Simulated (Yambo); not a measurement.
## Optical response of SiO2

```xyz
9
Lattice="3.9756 2.2953 2.6165 -3.9756 2.2953 2.6165 0.0000 -4.5906 2.6165" Properties=species:S:1:pos:R:3 pbc="T T T"
O     -1.5148     0.0000     3.9248
O      0.7574    -1.3118     3.9248
O      0.7574     1.3118     3.9248
O     -1.3259    -2.2940     2.6165
O      2.6497    -0.0013     2.6165
O     -1.3237     2.2953     2.6165
Si     1.7148     0.0000     3.9248
Si    -0.8574     1.4851     3.9248
Si    -0.8574    -1.4851     3.9248
```

Yambo, RPA with local fields on PBEsol bands shifted by a G0W0 scissor of 3.01 eV; 4×4×4 mesh, 107 bands, 3 Ry local-field block, 0.2 eV broadening; field along x.

| E (eV) | Im ε | Re ε | Im ε, independent particles |
|---|---|---|---|
| 0.0 | 0.00 | 1.86 | 0.00 |
| 0.4 | 0.00 | 1.86 | 0.00 |
| 0.8 | 0.00 | 1.86 | 0.00 |
| 1.1 | 0.00 | 1.87 | 0.00 |
| 1.5 | 0.00 | 1.87 | 0.00 |
| 1.9 | 0.00 | 1.87 | 0.00 |
| 2.2 | 0.00 | 1.88 | 0.00 |
| 2.6 | 0.00 | 1.89 | 0.00 |
| 3.0 | 0.00 | 1.89 | 0.01 |
| 3.4 | 0.00 | 1.90 | 0.01 |
| 3.8 | 0.01 | 1.91 | 0.01 |
| 4.1 | 0.01 | 1.92 | 0.01 |
| 4.5 | 0.01 | 1.93 | 0.01 |
| 4.9 | 0.01 | 1.95 | 0.01 |
| 5.2 | 0.01 | 1.96 | 0.01 |
| 5.6 | 0.01 | 1.98 | 0.01 |
| 6.0 | 0.01 | 2.00 | 0.01 |
| 6.4 | 0.01 | 2.02 | 0.02 |
| 6.8 | 0.01 | 2.05 | 0.02 |
| 7.1 | 0.02 | 2.08 | 0.02 |
| 7.5 | 0.02 | 2.11 | 0.02 |
| 7.9 | 0.02 | 2.15 | 0.03 |
| 8.2 | 0.03 | 2.19 | 0.03 |
| 8.6 | 0.03 | 2.25 | 0.04 |
| 9.0 | 0.04 | 2.31 | 0.05 |
| 9.4 | 0.06 | 2.40 | 0.07 |
| 9.8 | 0.09 | 2.50 | 0.11 |
| 10.1 | 0.19 | 2.61 | 0.24 |
| 10.5 | 0.28 | 2.71 | 0.35 |
| 10.9 | 0.43 | 2.87 | 0.54 |
| 11.2 | 0.63 | 2.84 | 0.80 |
| 11.6 | 0.84 | 2.79 | 1.10 |
| 12.0 | 0.94 | 2.78 | 1.19 |
| 12.4 | 1.10 | 2.81 | 1.44 |
| 12.8 | 1.34 | 2.77 | 1.74 |
| 13.1 | 1.41 | 2.59 | 1.83 |
| 13.5 | 1.73 | 2.58 | 2.34 |
| 13.9 | 1.91 | 2.22 | 2.59 |
| 14.2 | 1.90 | 1.98 | 2.51 |
| 14.6 | 1.75 | 1.80 | 2.28 |
| 15.0 | 1.77 | 1.67 | 2.39 |
| 15.4 | 1.72 | 1.46 | 2.14 |
| 15.8 | 1.63 | 1.50 | 2.07 |
| 16.1 | 1.53 | 1.45 | 1.92 |
| 16.5 | 1.62 | 1.53 | 1.99 |
| 16.9 | 1.74 | 1.22 | 2.13 |
| 17.2 | 1.65 | 1.16 | 2.07 |
| 17.6 | 1.57 | 1.04 | 2.01 |
| 18.0 | 1.47 | 0.89 | 1.81 |
| 18.4 | 1.28 | 0.98 | 1.72 |
| 18.8 | 1.41 | 1.02 | 1.91 |
| 19.1 | 1.40 | 0.94 | 2.12 |
| 19.5 | 1.40 | 0.81 | 1.68 |
| 19.9 | 1.33 | 0.69 | 1.52 |

Structure narrower than a few tenths of an eV can come from the finite k mesh. Convergence of the RPA response with its 4×4×4 mesh was not tested. The scissor comes from a G0W0 run whose convergence isn't established. No excitonic effects at this level.

Geometry of the Materials Project entry, not relaxed at this level.

This is not the ordinary phase of the substance; no match was found in the copy of COD used, and its stability was not checked.
